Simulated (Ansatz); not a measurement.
Cells of La relaxed with r2SCAN (plane waves to 500 eV, PAW, scalar-relativistic; Ansatz, a first-principles code), each with a space-group label. One label is wrong.

**A**, labelled P6₃/mmc (No. 194)
```yaml
crystal:
  lattice:
    - [0.00000, 3.32699, 3.32699]
    - [3.32699, 0.00000, 3.32699]
    - [3.32699, 3.32699, 0.00000]
  atoms:
    - { symbol: La, position: [0.75000, 0.75000, 0.75000] }
    - { symbol: La, position: [0.50000, 0.50000, 0.50000] }
```

**B**, labelled Ia-3 (No. 206)
```
CELL_PARAMETERS angstrom
     -4.13062     4.13062     4.13062
      4.13062    -4.13062     4.13062
      4.13062     4.13062    -4.13062
ATOMIC_POSITIONS crystal
  La 0.29563 0.29563 0.29563
  La 0.50000 0.00000 0.20437
  La 0.00000 0.20437 0.50000
  La 0.20437 0.50000 0.00000
  La 0.70437 0.70437 0.70437
  La 0.50000 0.00000 0.79563
  La 0.00000 0.79563 0.50000
  La 0.79563 0.50000 0.00000
```

**C**, labelled C2/c (No. 15)
```xyz
2
Lattice="3.2579 -1.8658 0.0000 3.2579 1.8658 0.0000 -2.2004 0.0000 6.0624" Properties=species:S:1:pos:R:3 pbc="T T T"
La     2.7078    -1.0699     1.5156
La     1.6076     1.0699     4.5468
```

**D**, labelled Pm-3n (No. 223)
```
CELL_PARAMETERS angstrom
      6.63439     0.00000     0.00000
      0.00000     6.63439     0.00000
      0.00000     0.00000     6.63439
ATOMIC_POSITIONS crystal
  La 0.25000 0.00000 0.50000
  La 0.75000 0.00000 0.50000
  La 0.00000 0.50000 0.25000
  La 0.00000 0.50000 0.75000
  La 0.50000 0.25000 0.00000
  La 0.50000 0.75000 0.00000
  La 0.00000 0.00000 0.00000
  La 0.50000 0.50000 0.50000
```

Problem. Which label is wrong, and what should it be (tolerance 0.01 Å)?

Solution. A: its symmetry is Fd-3m, origin choice 1 (No. 227), cF8, diamond type; a = 6.654 Å, b = 6.654 Å, c = 6.654 Å, α = 90.00°, β = 90.00°, γ = 90.00°.

Each run could gain symmetry but not lose that of its start, so entries can be saddle points. All of these are generated cells (placed on structure types, drawn at random, substituted or restacked) that were not matched to a known phase here.

No spin polarisation in the result.
